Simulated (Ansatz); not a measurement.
Single points with r2SCAN in Ansatz 0.2.0, PAW, spin-restricted, at the geometries given.

Question: Which of them gave these results: no gap, pressure 1.2 GPa, largest force 0.64 eV/Å, largest positive Bader charge +1.99 e?
A.
SrTl2Pt (500 eV, 8×8×4 mesh on the cell that ran, as a rule the primitive one, fermi-dirac 0.1 eV)
```cif
data_structure
_symmetry_space_group_name_H-M 'Cmcm'
_symmetry_Int_Tables_number 63
_cell_length_a 4.4656
_cell_length_b 10.9336
_cell_length_c 8.0929
_cell_angle_alpha 90.000
_cell_angle_beta 90.000
_cell_angle_gamma 90.000
_cell_volume 395.14
loop_
_atom_site_label
_atom_site_type_symbol
_atom_site_symmetry_multiplicity
_atom_site_Wyckoff_symbol
_atom_site_fract_x
_atom_site_fract_y
_atom_site_fract_z
_atom_site_occupancy
Tl1 Tl 8 f 0.50000 0.64675 0.55158 1
Pt1 Pt 4 c 0.50000 0.78169 0.25000 1
Sr1 Sr 4 c 0.50000 0.93484 0.75000 1
```
B.
Ba2SrIrN6 (500 eV, 7×7×7 mesh on the cell that ran, as a rule the primitive one, fermi-dirac 0.0933 eV)
Space group R-3m:H (No. 166). a = 6.175 Å, b = 6.175 Å, c = 14.963 Å, α = 90.00°, β = 90.00°, γ = 120.00°
```json
{"atom": "Ir", "site": "3b", "symmetry": "-3m", "x": "0.3333", "y": "0.6667", "z": "0.1667"}
{"atom": "N", "site": "18h", "symmetry": ".m", "x": "0.4825", "y": "0.9650", "z": "0.2397"}
{"atom": "Ba", "site": "6c", "symmetry": "3m", "x": "0.3333", "y": "0.6667", "z": "0.9172"}
{"atom": "Sr", "site": "3a", "symmetry": "-3m", "x": "0.0000", "y": "0.0000", "z": "0.0000"}
```
C.
SiO2 (500 eV, 6×6×10 mesh on the cell that ran, as a rule the primitive one, fermi-dirac 0.1 eV)
```cif
data_structure
_symmetry_space_group_name_H-M 'P4_2/mnm'
_symmetry_Int_Tables_number 136
_cell_length_a 4.1737
_cell_length_b 4.1737
_cell_length_c 2.6591
_cell_angle_alpha 90.000
_cell_angle_beta 90.000
_cell_angle_gamma 90.000
_cell_volume 46.32
loop_
_atom_site_label
_atom_site_type_symbol
_atom_site_symmetry_multiplicity
_atom_site_Wyckoff_symbol
_atom_site_fract_x
_atom_site_fract_y
_atom_site_fract_z
_atom_site_occupancy
Si1 Si 2 a 0.00000 0.00000 0.00000 1
O1 O 4 f 0.30570 0.30570 0.00000 1
```

Answer: B. The others gave SiO2: gap 6.67 eV, 3.0 GPa; SrTl2Pt: no gap, 3.0 GPa.

Origins: Ba2SrIrN6, a known structure type with other elements, at an estimated volume; SiO2, a database entry at a rescaled volume; SrTl2Pt, a known structure type with other elements, at an estimated volume. Caveats for one or more cells: many states at the Fermi level without spin polarisation, so a magnetic state may lie lower.
